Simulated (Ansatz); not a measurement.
How far is PAW off for TiRh?

```
Ti Rh
1.0
     2.98800    0.00000    0.00000
     0.00000    2.98800    0.00000
     0.00000    0.00000    3.28300
Ti Rh
1 1
Cartesian
  1.4940 1.4940 1.6415
  0.0000 0.0000 0.0000
```

Atoms are numbered in the order listed.

The conventional cell has a = 2.988 Å, b = 2.988 Å, c = 3.283 Å, α = 90.00°, β = 90.00°, γ = 90.00°. Ti (atom 1) has 8 Rh at 2.68 Å and 4 Ti at 2.99 Å as nearest neighbours. Rh (atom 2) is surrounded by 8 Ti at 2.68 Å and 4 Rh at 2.99 Å.

The cell comes from COD entry 1523124, which wasn't checked; take it as a given geometry. The listed cell was then made from it by scaling, straining or moving an atom.

Spin polarisation is left out, and whether a magnetic state lies lower isn't shown here.

Levels of theory: DFT, PBEsol, PAW with Ansatz's default frozen-core files, scalar-relativistic (Ansatz 0.2.0); DFT, PBEsol, all-electron PAW with datasets made for the crystal, scalar-relativistic (Ansatz 0.2.0); DFT, PBEsol, all-electron LAPW, scalar-relativistic (Ansatz 0.2.0).

For PAW: a Γ-centred 11×11×10 k mesh, Fermi–Dirac smearing of 0.05 eV, cutoff 420 eV, no spin polarisation; the PAW files were made with PBE, and the program remakes their frozen cores for this functional. The crystal-made all-electron datasets (AE datasets) take a cutoff of 300 eV at this cell. LAPW targets a basis error of 1 meV/atom. The Ansatz runs share mesh, smearing and spin set-up. Plane-wave (PAW) pressures include the program's estimate of the Pulay term.

Stress and pressure are positive in compression.

Spin–orbit coupling is left out, which moves gradients at and beside heavy atoms by some per cent and at worst by a factor of two.

In a metal, gradients converge slowly with the k mesh: the values move by tens of per cent from one mesh to another, at times in sign, so only the comparison on one mesh counts.

| quantity | PAW | AE datasets | LAPW |
| --- | --- | --- | --- |
| pressure (GPa) | -2.80 | -2.81 | -2.81 |
| stress xx (GPa) | -4.38 | -4.39 | -4.39 |
| stress zz (GPa) | 0.36 | 0.35 | 0.35 |
| field gradient Vzz at Rh2 (10²¹ V/m²) | 1.05 | 1.07 | – |

PAW's pressure differs from the LAPW value by about 0.01 GPa or less.
